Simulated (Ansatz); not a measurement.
Ansatz input file:

```yaml
crystal:
  lattice:
    - [4.9293198275, 0.0, 0.0]
    - [0.0, 4.9293198275, 0.0]
    - [0.0, 0.0, 4.9293198275]
  atoms:
    - { symbol: W, position: [0.0, 0.0, 0.0] }
    - { symbol: W, position: [0.5, 0.5, 0.5] }
    - { symbol: W, position: [0.0, 0.5, 0.25] }
    - { symbol: W, position: [0.0, 0.5, 0.75] }
    - { symbol: W, position: [0.25, 0.0, 0.5] }
    - { symbol: W, position: [0.75, 0.0, 0.5] }
    - { symbol: W, position: [0.5, 0.75, 0.0] }
    - { symbol: W, position: [0.5, 0.25, 0.0] }
basis:
  ecutwfc: 420
kpoints:
  mp_grid: { grid: [8, 8, 8] }
hamiltonian:
  xc: pbesol
scf:
  occupations: { method: gaussian, width: 0.1 }
output:
  forces: true
  stress: true
  eigenvalues: true
```

Launched with
```bash
ansatz run input.yaml --threads 2 --pin off --max-ram 5120MiB --backend cpu --events-out ev --progress --plain --runs-dir out
```

The calculation used Ansatz 0.2.0, DFT PBEsol, scalar-relativistic, plane waves, PAW.

Part of what the program printed, abridged (final results; tables in files aren't shown):

```
SCF 1 converged in 6 iterations: F = -82051.284635 eV  dr2 = 8.79e-9
SCF converged after 6 iterations
Free energy (F): -82051.284635 eV
Harris-Foulkes:  -82051.284635 eV  (|F-HF|=5.89e-9)
Internal energy: -82051.272846 eV  (E = F + TS)
E sigma→0 (E₀):  -82051.278741 eV
Entropy (-TS):   -0.011789 eV (-1.474 meV/atom)
Fermi energy:    23.682816 eV
--- Per-component energies (eV) ---
  E_band       = -507.629502
  E_kinetic    = 3630.200915
  E_local      = -4553.711662  (includes V_loc(G=0)·N_el)
  E_nonlocal   = 28.494445
  E_hartree    = 1664.548475
  E_xc         = -2131.546485
  E_vxc        = -1921.760312  (∫ρ·V_xc dr)
  E_paw        = -67491.347549  (= ΣΔE_a)
  E_vpaw       = -1019.949782  (= ΣTr[D̂ρ^β])
  E_aug_tail   = -0.000528  (compensation charges beyond the density's cutoff)
  E_ewald      = -13199.684795
  E_core_change = 1.774337  (= ΣΔE_core)
  E_smearing   = -0.011789  (= −TS)
--- Forces (eV/Å), atoms counted from 1 ---
  atom   1  W      0.00000000     0.00000000     0.00000000
  atom   2  W      0.00000000     0.00000000     0.00000000
  atom   3  W      0.00000000     0.00000000     0.00000000
  atom   4  W      0.00000000     0.00000000     0.00000000
  atom   5  W      0.00000000     0.00000000     0.00000000
  atom   6  W      0.00000000     0.00000000     0.00000000
  atom   7  W      0.00000000     0.00000000     0.00000000
  atom   8  W      0.00000000     0.00000000     0.00000000
--- Stress (GPa, compression-positive) ---
       22.397227       0.000000       0.000000
        0.000000      22.397227       0.000000
        0.000000       0.000000      22.397227
  P = ⅓ Tr σ = 22.3972 GPa (223.972 kbar)
--- Band table (eV; the first three rows and the last of 35) ---
  k-point 0: bands = ["-50.1364", "-50.0652", "-50.0652", "-49.8737", "-49.8737", "-49.8737", "-49.6521", "-49.6320", "-15.5228", "-15.5228", "-15.3345", "-14.9386", "-14.9386", "-14.9386", "-14.5102", "-14.5102", "-14.5102", "-14.2100", "-14.2100", "-14.2100", "-14.0725", "-14.0725", "-14.0725", "-13.7030", "-13.7030", "-13.7030", "-13.7024", "-13.7024", "-13.7024", "-13.2456", "-13.2456", "-13.2456", "14.0100", "17.4942", "17.4942", "18.6053", "18.8497", "18.8497", "18.8497", "19.5658", "19.9270", "19.9270", "19.9270", "20.5716", "20.6468", "20.6468", "20.6468", "21.4509", "21.4509", "21.6848", "21.6848", "21.6848", "22.0487", "22.0487", "23.1093", "23.1093", "23.1093", "25.4511", "25.4511 ...
  k-point 1: bands = ["-50.1316", "-50.0667", "-50.0599", "-49.8822", "-49.8737", "-49.8737", "-49.6515", "-49.6330", "-15.5279", "-15.4844", "-15.3107", "-14.9326", "-14.9326", "-14.8971", "-14.5366", "-14.5366", "-14.4771", "-14.2048", "-14.1878", "-14.1878", "-14.0893", "-14.0893", "-14.0778", "-13.7487", "-13.7209", "-13.6972", "-13.6972", "-13.6906", "-13.6906", "-13.3366", "-13.2472", "-13.2472", "14.1722", "17.4143", "17.6684", "18.1737", "18.8675", "18.8675", "19.4087", "19.5732", "19.7968", "19.7968", "19.9404", "20.2612", "20.5152", "20.7254", "20.7254", "20.9826", "21.7055", "21.7055", "21.7990", "21.9588", "22.0918", "22.2069", "23.1275", "23.1275", "23.2751", "24.6159", "25.3547 ...
  k-point 2: bands = ["-50.1194", "-50.0713", "-50.0433", "-49.9059", "-49.8737", "-49.8737", "-49.6499", "-49.6359", "-15.5362", "-15.4617", "-15.1508", "-14.9181", "-14.9181", "-14.7789", "-14.5856", "-14.5856", "-14.3966", "-14.1900", "-14.1694", "-14.1694", "-14.1061", "-14.1061", "-14.0928", "-13.8750", "-13.7751", "-13.6830", "-13.6830", "-13.6648", "-13.6648", "-13.5852", "-13.2514", "-13.2514", "14.6356", "17.2391", "17.7570", "18.0132", "18.8762", "18.8762", "19.3929", "19.5872", "19.5872", "19.7595", "19.9797", "20.0851", "20.3869", "20.8142", "20.8142", "20.8964", "21.9359", "21.9359", "21.9522", "22.1137", "22.3713", "22.4497", "23.0618", "23.0618", "23.7149", "23.8228", "24.9985 ...
  k-point 34: bands = ["-49.9790", "-49.9790", "-49.9790", "-49.9790", "-49.9790", "-49.9790", "-49.6523", "-49.6523", "-14.7035", "-14.7035", "-14.7035", "-14.7035", "-14.7035", "-14.7035", "-14.5511", "-14.5511", "-14.2106", "-14.2106", "-14.2106", "-14.2106", "-14.2106", "-14.2106", "-14.1488", "-14.1488", "-14.1488", "-14.1488", "-13.7953", "-13.7953", "-13.7953", "-13.7953", "-13.7953", "-13.7953", "18.2660", "18.2660", "18.2660", "18.2660", "18.2660", "18.2660", "19.0296", "19.0296", "20.0585", "20.0585", "20.0585", "20.0585", "21.0145", "21.0145", "21.0145", "21.0145", "21.0145", "21.0145", "22.3613", "22.3613", "22.3613", "22.3613", "22.3613", "22.3613", "25.1523", "25.1523", "25.152 ...
```

Self-consistency was reached.

The run took 3.5 s on 2 threads of Intel(R) Xeon(R) 6975P-C (Granite Rapids), with other jobs on the host, peak memory 0.58 GiB.

Spin–orbit coupling is left out, which can shift energies with elements as heavy as these.